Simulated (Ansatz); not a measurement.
Theory: DFT PBE, scalar-relativistic, plane waves, PAW (Ansatz). Plane waves to 420 eV, an 18×18×6 mesh through Γ for the 4-atom cell and 0.10 eV Gaussian smearing; no spin polarisation.

The zero of energy is the elements' standard structures at the same level; no fitted shifts are applied. The references include grey tin.

Question: Suggest a trial structure for a hexagonal metal with formula Sc2SnS, with a formation energy near −1.20 eV/atom and a density near 4.75 g/cm³, in a cell of 4 atoms. Its symmetry should be P-6m2 (No. 187).

Answer: Sc2SnS, space group P-6m2 (No. 187). Around Sc lie 3 S at 2.61 Å, 3 Sn at 3.04 Å, 1 Sc at 3.22 Å and 6 Sc at 3.55 Å; around Sn lie 6 Sc at 3.04 Å and 6 Sn at 3.55 Å; S has 6 Sc at 2.61 Å.

```
Sc Sn S
1.0
     3.54856    0.00000    0.00000
    -1.77428    3.07314    0.00000
     0.00000    0.00000    7.71147
Sc Sn S
2 1 1
Direct
  0.00000 0.00000 0.29106
  0.00000 0.00000 0.70894
  0.33333 0.66667 0.00000
  0.66667 0.33333 0.50000
```

| Property | Result |
| --- | --- |
| Volume per atom | 21.02 Å³ |
| Density | 4.75 g/cm³ |
| Energy over the elements | −1.20 eV/atom |
| Gap on the 18×18×6 mesh of the 4-atom cell | 0 eV (a metal) |

It was reached by relaxing an invented guess, and it needn't be the stable form of this composition. The answer needn't be unique; the calculation gave this one.

The reference form of S is held partly by dispersion forces, which this level lacks. A structure relaxed within its symmetry needn't be a true minimum.
